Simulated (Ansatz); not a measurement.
A geometry of Be away from equilibrium: step 2 of the relaxation of a relaxed Be cell, doubled along one cell vector, shaken by Gaussian noise of σ = 0.08 Å a coordinate. Method: PBE (plane waves to 420 eV, PAW, scalar-relativistic; Ansatz, a program for electronic structure). Γ-centred k-mesh 17×9×17 on the run's cell (coarser than for final values), Fermi–Dirac smearing 0.05 eV.

```xyz
2
Lattice="-0.0047 1.5909 1.5645 3.1603 0.0005 3.1191 1.5799 1.5857 0.0005" Properties=species:S:1:pos:R:3 pbc="T T T"
Be     0.1130     0.0342     0.0023
Be     1.6618     0.0555     1.6394
```

Question: Which atoms carry the largest force, and which way does it point?

Answer: 0.28 eV/Å, on Be1, Be2 (atoms numbered as listed); on Be1 its components are (-0.05, 0.02, 0.28).

Question: What is the pressure?

Answer: +0.4 GPa, compression positive.

Question: How much energy per atom can still be gained by relaxing?

Answer: 0.01 eV/atom; the path ends in Fm-3m (No. 225) (fcc (Cu type)).

No spin polarisation in the result.

The run could not lose the symmetry of its start: the end is stationary, and may be a saddle point rather than a minimum.

The end of the path is a generated cell of Be: the first start was made by placing the elements on the sites of a structure type, and the end was not matched to a known phase here, so it may be hypothetical. Known forms of Be include space group No. 194.
